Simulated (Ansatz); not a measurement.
Y3Au2 in space group P4/mbm (No. 127; Au on 4g, Y on 2a, Y on 4h), r²SCAN in the plane-wave PAW code Ansatz, all energies at zero smearing, with the estimated change up to a 700 eV cutoff added, with one set of potentials and settings (totals compare only within such a set). Cell of 10 atoms (4 Au, 6 Y): -75820.117 eV.

| element | reference phase | E (eV/atom) |
|---|---|---|
| Au | Fm-3m, 1 atoms in the cell | -13163.5078 |
| Y | P6_3/mmc, 2 atoms in the cell | -3859.7073 |

Formation energy per atom, worked out: (-75820.117 − 4×(-13163.5078) − 6×(-3859.7073))/10 = -0.784 eV/atom (-76 kJ per mol of atoms), at 0 K, without zero-point energy or fitted corrections.

The workflow started from an entry of the Crystallography Open Database (COD, 293 K). Whether it is the stable phase at ambient conditions was not checked. The cell was relaxed with r²SCAN under the symmetry of its start; its stability against distortions is not shown here. The run is not spin-polarised. The references are the lowest solids computed at this level, not always the standard phases. Spin–orbit coupling is left out wherever it is not named.

Potentials: the later of the program's two PAW sets.
